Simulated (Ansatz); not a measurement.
In the program Ansatz at the PBEsol level (PAW), AlZnNO in the trigonal phase (P3m1; Al on 1b, Zn on 1c, O on 1b, N on 1c) relaxes to a = 3.138 Å, c = 5.147 Å. Al has 4 nearest neighbours from 1.82 Å (tetrahedral); Zn has 4 nearest neighbours from 1.96 Å (tetrahedral); O has 4 nearest neighbours from 1.82 Å (tetrahedral); N has 4 nearest neighbours from 1.89 Å (tetrahedral). Against the elements it lies at -145 kJ/mol of atoms, with no fitted shifts.

It is gapped at this level: 2.24 eV (direct). The valence maximum lies at Γ and the conduction minimum at Γ. The screened hybrid HSE06 puts the gap at 3.84 eV. The electron mass is 0.22, 0.27, 0.27 mₑ (principal values).

The bulk modulus is 1740 kbar. The relaxed-ion elastic constants in GPa are C11 = 283, C12 = 122, C13 = 106, C14 = -1.7, C33 = 333, C44 = 66.1. The elastic constants imply a Debye temperature near 618 K. Perturbation theory gives ε∞ = 4.43 (xx = yy), 4.64 (zz). Letting the ions move raises it to ε0 = 9.01 (xx = yy), 8.43 (zz). Born charges are Al +2.56, Zn +1.99, O -2.24, N -2.32 e. Without the LO–TO term the highest mode at Γ lies at 669 cm⁻¹.

The start of the workflow was typed in or built on a structure type; neither database checked (COD, Materials Project) lists it. Its standing as an ambient phase is unchecked. Symmetry was held in the PBEsol relaxation; its stability against distortions is not shown here. The references are the lowest solids computed at this level, not always the standard phases (solids in place of the gases).

Potentials: the earlier of the program's two PAW sets. The files were generated under PBE; for other functionals the program regenerates the frozen cores, and for LDA and PBEsol the local potential too.
